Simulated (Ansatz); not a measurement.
Does this entry for La4MgNiO8 lie near equilibrium?

The cell is a computed structure from the Materials Project (it need not be an observed phase), atoms as given.

Space group Cmmm (No. 65); a = 5.5406, b = 12.5311, c = 5.5363 Å.

```csv
site,Wyckoff,site symmetry,x,y,z
La1,4i,m2m,0.5000,0.6367,0.0000
La3,4j,m2m,0.5000,0.8633,0.5000
Mg,2b,mmm,0.5000,0.0000,0.0000
Ni,2d,mmm,0.0000,0.0000,0.5000
O7,4i,m2m,0.5000,0.8213,0.0000
O9,8o,.m.,0.2514,0.0000,0.2490
O11,4j,m2m,0.5000,0.3211,0.5000
```

One atom of each set is listed; the run and its k-mesh use a cell of 14 atoms with edges of 6.85, 6.85, 5.54 Å.

Method: Kohn–Sham DFT in Ansatz, PBE, plane waves and PAW, scalar-relativistic, collinear spin, 420 eV cutoff, Γ-centred 4×4×4 k-points, Fermi–Dirac smearing 0.02 eV. Start moments as typed (μB): 2 on each Ni, none on the rest.

Question: Do the atoms and the cell lie near the calculated equilibrium?

Answer: Yes. The largest force is 0.066 eV/Å, on atom 7 (O: 1 Mg at 2.24 Å, 1 La at 2.31 Å, angle 180°; also 4 La at 2.82 Å), and the pressure is 0.1 GPa.
